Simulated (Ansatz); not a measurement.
AlN (wurtzite)

```
AlN
1.0
    3.12980     0.00000     0.00000
   -1.56490     2.71049     0.00000
    0.00000     0.00000     5.01733
Al N
2 2
Direct
  0.66667   0.33333   0.00337
  0.33333   0.66667   0.50337
  0.66667   0.33333   0.62183
  0.33333   0.66667   0.12183
```

Two coordinates are scanned: the volume, and the ratio of the stretch along z (the conventional c axis) to the stretch across it. Atoms keep their fractional coordinates.

Computed with PBE (plane waves to 420 eV, PAW, scalar-relativistic; Ansatz, an electronic-structure program). k mesh 12×12×7 (Γ-centred), Fermi-Dirac smearing 0.05 eV. Energies are smeared free energies. As the atoms are clamped, bonds stretch with the cell, which overstates energies and stresses. AlN was relaxed with its symmetry unable to fall. The PAW data are Ansatz's earlier set.

Changes of ΔE (meV/atom) from the point V/V₀ = 1.000, (c/a)/(c/a)₀ = 1.000 when one coordinate moves alone (two changes are said to add if the coupling is within 5 % of the smaller one, nearly so within 20 %):

```
point                               change
----------------------------------  ------
V/V₀ = 1.000, (c/a)/(c/a)₀ = 0.920   60.46
V/V₀ = 1.000, (c/a)/(c/a)₀ = 0.947   25.86
V/V₀ = 1.000, (c/a)/(c/a)₀ = 0.973    6.23
V/V₀ = 0.960, (c/a)/(c/a)₀ = 1.000   11.01
V/V₀ = 0.973, (c/a)/(c/a)₀ = 1.000    4.78
V/V₀ = 0.987, (c/a)/(c/a)₀ = 1.000    1.16
V/V₀ = 1.013, (c/a)/(c/a)₀ = 1.000    1.12
V/V₀ = 1.027, (c/a)/(c/a)₀ = 1.000    4.38
V/V₀ = 1.040, (c/a)/(c/a)₀ = 1.000    9.65
V/V₀ = 1.000, (c/a)/(c/a)₀ = 1.027    5.79
V/V₀ = 1.000, (c/a)/(c/a)₀ = 1.053   22.39
V/V₀ = 1.000, (c/a)/(c/a)₀ = 1.080   48.75
```

Question: What is the change at V/V₀ = 0.960, (c/a)/(c/a)₀ = 1.027, where both move, and how far is it from the sum?

Answer: The sum of the single changes is 11.01 + (5.79) = 16.80; the calculation gives 17.92, so the coupling contributes 1.12 (under 20 % of the smaller single change, nearly additive).

Question: Do the two effects add at V/V₀ = 1.027, (c/a)/(c/a)₀ = 1.053? Give the computed change.

Answer: The sum of the single changes is 4.38 + (22.39) = 26.77; the calculation gives 24.89, so the coupling contributes -1.88 (over 20 % of the smaller single change, not additive).

Question: What is the change at V/V₀ = 1.027, (c/a)/(c/a)₀ = 1.027, where both move, and how far is it from the sum?

Answer: The sum of the single changes is 4.38 + (5.79) = 10.17; the calculation gives 9.49, so the coupling contributes -0.68 (under 20 % of the smaller single change, nearly additive).

(A scan under strain: stresses follow from slopes of the energy per volume, elastic moduli from its curvatures.)
